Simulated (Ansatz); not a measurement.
TaN (rock salt), conventional cell a = 4.3746 Å, b = 4.3746 Å, c = 4.3746 Å, α = 90.00°, β = 90.00°, γ = 90.00°. The calculation uses the primitive cell of 2 atoms, to which meshes and values per cell refer.

This relaxed cell (volume V₀) is scaled evenly in all directions, its shape held. Symmetry pins the atoms to their sites.

The numbers are results of PBEsol (plane waves to 420 eV, PAW, scalar-relativistic; Ansatz, an electronic-structure program), not measurements. k mesh 18×18×18 (Γ-centred), Fermi-Dirac smearing 0.05 eV. Energies are smeared free energies. Spin-orbit coupling is left out, though Ta is heavy. TaN is run without spin polarisation. TaN was relaxed with its symmetry unable to fall. The PAW data are Ansatz's earlier set. This is a high-temperature form of TaN. The zero of ΔE is the relaxed starting cell. The last digit holds for this mesh only.

| V (Å³/atom) | ΔE (meV/atom) |
|---|---|
| 9.418 | 141.1 |
| 9.627 | 86.8 |
| 9.837 | 47.0 |
| 10.046 | 20.1 |
| 10.255 | 4.8 |
| 10.465 | 0.0 |
| 10.674 | 4.5 |
| 10.883 | 17.4 |
| 11.093 | 37.8 |
| 11.302 | 64.9 |
| 11.511 | 98.1 |

Task: What is the fitted pressure derivative B₀′?

Result: 4.4.

Task: What bulk modulus B₀ follows from a third-order Birch-Murnaghan fit?

Result: 357 GPa. Check by three points about V = 10.465 Å³/atom, step 0.419: d²E/dV² ≈ (20 − 2·0 + 17) meV / 0.419² = 0.211 eV/Å⁶, and V·d²E/dV² × 160.2 = 354 GPa.

(Under strain, the slope of the energy per volume gives the stress and its curvature an elastic modulus.)
